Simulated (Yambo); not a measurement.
## BaO: sweep of GW parameters

G0W0@LDA for BaO (NiAs type, space group P6_3/mmc, No. 194) in Yambo. Reference settings: 6×6×2 Γ-centred k mesh, 121 bands and a 7 Ry block in the screening, 121 bands in G with the Bruneval-Gonze terminator, plasmon pole fitted at 27.2 eV. The LDA gap H → M on this mesh is 2.37 eV; G0W0 gaps are taken between the same points.

```tsv
change from the reference	G0W0 gap H → M (eV)	shift of the valence edge (eV)	rough Yambo cost
reference settings	3.63	-0.60	1
46 bands in W, 46 bands in G	3.88	-0.34	about 1/3
67 bands in W, 67 bands in G	3.72	-0.48	within a factor of two
94 bands in W, 94 bands in G	3.66	-0.55	within a factor of two
exchange cut at 20 Ry	3.32	-0.28	–
31 bands in W, 31 bands in G, 2 Ry block	4.48	-0.55	about 1/6
31 bands in W, 31 bands in G, 4 Ry block	4.29	-0.37	about 1/6
46 bands in W, 46 bands in G, 3 Ry block	4.01	-0.45	about 1/4
67 bands in W, 67 bands in G, 6 Ry block	3.72	-0.47	about 1/2
94 bands in W, 94 bands in G, 2 Ry block	3.76	-0.60	within a factor of two
94 bands in W, 94 bands in G, 3 Ry block	3.69	-0.56	within a factor of two
6 Ry block	3.62	-0.58	within a factor of two
46 bands in W, 46 bands in G, 3 Ry block, no terminator	4.02	-0.21	about 1/4
67 bands in W, 67 bands in G, no terminator	3.61	-0.15	within a factor of two
94 bands in W, 94 bands in G, 3 Ry block, no terminator	3.64	-0.44	within a factor of two
```

The reference isn't shown to be the converged limit. Costs are rough (shared machines), scaled to the same edge states, and given only for runs that recompute the screening.

Geometry relaxed with LDA; primitive cell a = b = 3.6998 Å, c = 6.4662 Å, α = β = 90.00°, γ = 120.00°.

This is not the ordinary phase of the substance; no match was found in the copy of COD used, and its stability was not checked.

A shift is the quasiparticle energy of the state minus its LDA energy.
